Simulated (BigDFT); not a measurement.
BigDFT run on 2 x 2 x 2 piece of the rock-salt lattice (O4Zn4): self-consistent single point.

Computed with BigDFT 1.9.6 with PBE, Daubechies wavelet basis, HGH (Krack) norm-conserving potentials made for PBE, isolated boundary conditions.

```xyz
8

Zn    -0.9750    -0.9750    -0.9750
O     -0.9750    -0.9750     0.9750
O     -0.9750     0.9750    -0.9750
Zn    -0.9750     0.9750     0.9750
O      0.9750    -0.9750    -0.9750
Zn     0.9750    -0.9750     0.9750
Zn     0.9750     0.9750    -0.9750
O      0.9750     0.9750     0.9750
```
Charge 0, spin multiplicity 1.

Reference input (self-consistent single point, DFT, PBE, Daubechies wavelet basis, HGH (Krack) norm-conserving potentials made for PBE, isolated boundary conditions): basis = Daubechies wavelets; dft.hgrids = 0.303 bohr; dft.rmult = 5 8; dft.ixc = PBE; potentials = built-in HGH-K PBE; boundary_conditions = free; dft.gnrm_cv = 1e-04; dft.itermax = 80; dft.idsx = 6; dft.nrepmax = 3. This run's input differs from it in these lines:

```diff
@@ -2,4 +2,4 @@
 dft:
-  hgrids: 0.303
-  rmult: [5, 8]
+  hgrids: 0.387
+  rmult: [5, 7]
   ixc: PBE
```

Log, with long lists cut:

```
  #------------------------------------------------------------------- Self-Consistent Cycle
 Ground State Optimization:
 - Hamiltonian Optimization: &itrp001
   - Subspace Optimization: &itrep001-01
       Wavefunctions Iterations:
 iter:  1, EKS: -3.04133958820662201E+02, gnrm:  2.52E-01, D:  1.82E+00,
 iter:  2, EKS: -3.05532768362941169E+02, gnrm:  1.10E-01, D: -1.40E+00,
 iter:  3, EKS: -3.05701903982613999E+02, gnrm:  3.88E-02, D: -1.69E-01,
 iter:  4, EKS: -3.05742832841906818E+02, gnrm:  2.27E-02, D: -4.09E-02,
 iter:  5, EKS: -3.05757990949014470E+02, gnrm:  1.06E-02, D: -1.52E-02,
   [... lines left out ...]
 iter:  12, EKS: -3.05766698300127814E+02, gnrm:  1.10E-03, D: -1.48E-04,
 iter:  13, EKS: -3.05766745538649047E+02, gnrm:  6.73E-04, D: -4.72E-05,
 iter:  14, EKS: -3.05766770317798773E+02, gnrm:  4.66E-04, D: -2.48E-05,
 iter:  15, EKS: -3.05766777954683334E+02, gnrm:  2.69E-04, D: -7.64E-06,
 iter:  16, EKS: -3.05766781696438215E+02, gnrm:  1.81E-04, D: -3.74E-06,
 iter:  17, EKS: -3.05766782476663309E+02, gnrm:  1.13E-04, D: -7.80E-07,
 iter:  18, EKS: -3.05766782906675076E+02, gnrm:  7.79E-05, D: -4.30E-07,
       -  &FINAL001  { #---------------------------------------------------------- iter: 19
 iter:  19, EKS: -3.05766783099610166E+02, gnrm:  7.79E-05, D: -1.93E-07,  #FINAL
        #Eigenvalues and New Occupation Numbers
       Orbitals: [
   [... 33 lines left out ...]
 Last Iteration                        : *FINAL001
  #---------------------------------------------------------------------- Forces Calculation
 Total electronic charge               :  71.999967952320
 Electric Dipole Moment (AU):
   P vector                            :  [ -6.098219E-03, -6.097958E-03, -6.097694E-03 ]
   norm(P)                             :  1.05619713E-02
 Electric Dipole Moment (Debye):
   P vector                            :  [ -1.550013E-02, -1.549946E-02, -1.549879E-02 ]
   norm(P)                             :  2.68458508E-02
 BigDFT infocode                       :  0
   [... lines left out ...]
 -  {Zn: [ 2.834894746032E-03, -3.777123642874E-04,  2.835053376238E-03]} # 0006
 -  {Zn: [ 2.835035436703E-03,  2.835061493476E-03, -3.777336097261E-04]} # 0007
 -  {O: [ 2.230981870494E-02,  2.230979283327E-02,  2.230975269332E-02]} # 0008
 Energy (Hartree)                      : -3.05766783099610166E+02
 Force Norm (Hartree/Bohr)             :  8.12305335378362969E-02
```

The run converged in 19 iterations. Against the reference run the free energy goes up by 878 meV/atom and the largest force goes from 2.001 to 2.111 eV/Å.

The grid can part forces that symmetry would make equal. Forces above 1 eV/Å remain at this geometry. This run is one point of a test of settings, so its values need not be converged; read them against the reference run alone. The shape was built by hand and not relaxed. No other spin state was tried in this run. At such grid spacings the totals of these hard atoms are unconverged, and differences carry grid noise.

Cost on one core: roughly 100 core-seconds.
